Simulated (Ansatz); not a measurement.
Total density of states per atom from DFT-r²SCAN in the program Ansatz with PAW potentials, in 0.25 eV bins, energy from the valence-band maximum:

```
E (eV)  states/eV/atom
------  --------------
-7.85             0.00
-7.60             0.00
-7.35             0.00
-7.10             0.00
-6.85             0.00
-6.60             0.00
-6.35             0.00
-6.10             0.00
-5.85             0.00
-5.60             0.00
-5.35             0.00
-5.10             0.00
-4.85             0.00
-4.60             0.00
-4.35             0.02
-4.10             0.37
-3.85             0.53
-3.60             0.52
-3.35             0.52
-3.10             0.76
-2.85             0.65
-2.60             0.53
-2.35             1.65
-2.10             1.59
-1.85             0.93
-1.60             0.44
-1.35             0.77
-1.10             0.65
-0.85             1.50
-0.60             1.59
-0.35             0.93
-0.10             0.43
0.15              0.00
0.40              0.00
0.65              0.00
0.90              0.00
1.15              0.00
1.40              0.00
1.65              0.00
1.90              0.00
2.15              0.00
2.40              0.00
2.65              0.00
2.90              0.00
3.15              0.00
3.40              0.00
3.65              0.00
3.90              0.00
4.15              0.00
4.40              0.06
4.65              0.15
4.90              0.20
5.15              0.24
5.40              0.28
5.65              0.33
5.90              0.41
6.15              0.50
6.40              0.59
6.65              0.98
6.90              1.15
7.15              0.54
7.40              0.42
7.65              0.53
7.90              0.81
8.15              0.65
8.40              1.00
8.65              0.66
8.90              0.95
```

### Question
Pick the material that matches.
A. SiO2, P4_12_12 (Si on 4a, O on 8b)
B. CaO, zinc blende
C. HfC, zinc blende
D. BaHfO3, cubic perovskite

### Answer
D, BaHfO3, cubic perovskite. Top 1 eV of the valence band: O 2p 94 %. Bottom 1 eV of the conduction band: Hf 5d 86 %, outside the projected shells 9 %. Projections are on Löwdin-orthogonalised atomic valence shells; empty p or d shells of many metals are not among them.

Space group Pm-3m (cubic perovskite). The r²SCAN relaxation kept the symmetry of its start. The run is not spin-polarised. Spin–orbit coupling is left out wherever it is not named.

Potentials: the earlier of the program's two PAW sets.
